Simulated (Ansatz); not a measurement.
Here is the system:

La2MgVO6:
```cif
data_La2MgO6V
_chemical_formula_sum 'La2 Mg1 V1 O6'
_space_group_name_H-M_alt 'P 1'
_space_group_IT_number 1
_cell_length_a 5.46782
_cell_length_b 5.46782
_cell_length_c 5.46782
_cell_angle_alpha 61.269
_cell_angle_beta 61.269
_cell_angle_gamma 61.269
loop_
_space_group_symop_operation_xyz
  'x, y, z'
loop_
_atom_site_label
_atom_site_type_symbol
_atom_site_fract_x
_atom_site_fract_y
_atom_site_fract_z
_atom_site_occupancy
La1 La 0.75055 0.75055 0.75055 1
La2 La 0.24945 0.24945 0.24945 1
Mg1 Mg 0.50000 0.50000 0.50000 1
V1 V 0.00000 0.00000 0.00000 1
O1 O 0.75768 0.30849 0.17636 1
O2 O 0.24232 0.69151 0.82364 1
O3 O 0.17636 0.75768 0.30849 1
O4 O 0.82364 0.24232 0.69151 1
O5 O 0.30849 0.17636 0.75768 1
O6 O 0.69151 0.82364 0.24232 1
```
The run is spin-polarised; directions of the spins, atom by atom: 0 0 0 ↑ 0 0 0 0 0 0.

This is the r²SCAN-relaxed structure.

**Question.** All from r²SCAN in the plane-wave PAW code Ansatz, unless another level is named. Estimate the electron effective mass.

**Answer.** 2.0, 3.2, 16 mₑ (principal values).

**Question.** And the hole effective mass?

**Answer.** 3.1, 12, 20 mₑ (principal values).

**Question.** And the band gap?

**Answer.** 0.63 eV (indirect).

**Question.** What about the smallest direct gap on the standard path?

**Answer.** 0.75 eV.

**Question.** Predict the conduction-band minimum.

**Answer.** at L (3 equivalent valleys).

Space group R-3. The workflow started from a Materials Project entry (that database holds measured and hypothetical structures alike); the Crystallography Open Database copy checked does not list it. With Mg and V taken as one species the cell has the higher symmetry R-3c, so it may be an ordered model of a mixed-site phase. Whether it is the stable phase at ambient conditions was not checked. Symmetry was held in the r²SCAN relaxation; its stability against distortions is not shown here. Magnetic state: ferromagnetic, chosen from 3 collinear starts compared on coarse meshes (ties went to the first, and starts can fall back to one state), not a proven ground state. Other orbital occupations within this spin state were not tried. No Hubbard U is applied. Spin–orbit coupling is left out wherever it is not named.

Potentials: the later of the program's two PAW sets.
